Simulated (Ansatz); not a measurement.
ZnO (wurtzite, space group No. 186), plane-wave PAW r²SCAN (Ansatz code), all energies at zero smearing, with the estimated change up to a 700 eV cutoff added, with one set of potentials and settings (totals compare only within such a set). Cell of 4 atoms (2 Zn, 2 O): -7789.877 eV.

```json
[
 {"element": "Zn", "reference phase": "P6_3/mmc, 2 atoms in the cell", "E (eV/atom)": "-3325.6811"},
 {"element": "O", "reference phase": "C2/m, 4 atoms in the cell, spin-polarised", "E (eV/atom)": "-566.0346"}
]
```

Formation energy per atom, worked out: (-7789.877 − 2×(-3325.6811) − 2×(-566.0346))/4 = -1.611 eV/atom (-155 kJ per mol of atoms), at 0 K, without zero-point energy or fitted corrections.

Space group P6_3mc (wurtzite). The r²SCAN relaxation kept the symmetry of its start. The references are the lowest solids computed at this level, not always the standard phases (solids in place of the gases).

Potentials: the earlier of the program's two PAW sets.
